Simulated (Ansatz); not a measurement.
The start is a generated cell, HfCdO3 placed in the GdFeO3 structure type. A full variable-cell relaxation at zero pressure is run with r2SCAN (plane waves to 500 eV, PAW, scalar-relativistic; Ansatz, an electronic-structure program). The first steps use a coarse 4×3×4 k-mesh.

Input geometry:
```
CELL_PARAMETERS angstrom
      5.57665     0.00000     0.00000
      0.00000     7.86865     0.00000
      0.00000     0.00000     5.55804
ATOMIC_POSITIONS crystal
  Cd 0.48770 0.25000 0.99160
  Cd 0.98770 0.25000 0.50840
  Cd 0.51230 0.75000 0.00840
  Cd 0.01230 0.75000 0.49160
  Hf 0.00000 0.00000 0.00000
  Hf 0.50000 0.50000 0.50000
  Hf 0.00000 0.50000 0.00000
  Hf 0.50000 0.00000 0.50000
  O  0.03130 0.25000 0.05860
  O  0.53130 0.25000 0.44140
  O  0.96870 0.75000 0.94140
  O  0.46870 0.75000 0.55860
  O  0.28800 0.53700 0.21300
  O  0.78800 0.96300 0.28700
  O  0.71200 0.03700 0.78700
  O  0.21200 0.46300 0.71300
  O  0.71200 0.46300 0.78700
  O  0.21200 0.03700 0.71300
  O  0.28800 0.96300 0.21300
  O  0.78800 0.53700 0.28700
```

```yaml
initial_pressure: "+13.7 GPa (positive: the cell is compressed)"
largest_initial_force: 1.71 eV/Å, on O9, O10, O11, O12 (atoms numbered as listed)
outcome: The space group stays Pnma (No. 62) (the run could not lower it); the end is AFLOW prototype AB3C_oP20_62_c_cd_a (as in CaTiO3), with 20 atoms in the primitive cell
energy_released: 0.15 eV/atom
volume_change: +2.0 %, from 12.19 to 12.44 Å³/atom
Shortest distances (start → end): "The closest pairs of elements (up to four, under 3.6 Å), start → end: Hf–O 2.00 → 2.08 Å; Cd–O 2.38 → 2.27 Å; O–O 2.74 → 2.89 Å; Cd–Hf 3.36 → 3.26 Å"
band_gap_at_the_end: 3.09 eV, direct at Γ (no spin-orbit coupling)
optimiser_moves: 6
```

Final values are on a 5×4×5 k-mesh of the relaxed cell. No spin polarisation in the result.

The run could not lose the symmetry of its start.

The first start was generated by placing the elements on the sites of a structure type. Materials Project lists a structure of HfCdO3 in the same space group, Pnma (No. 62); the sites were not compared with it, nor with measured phases.
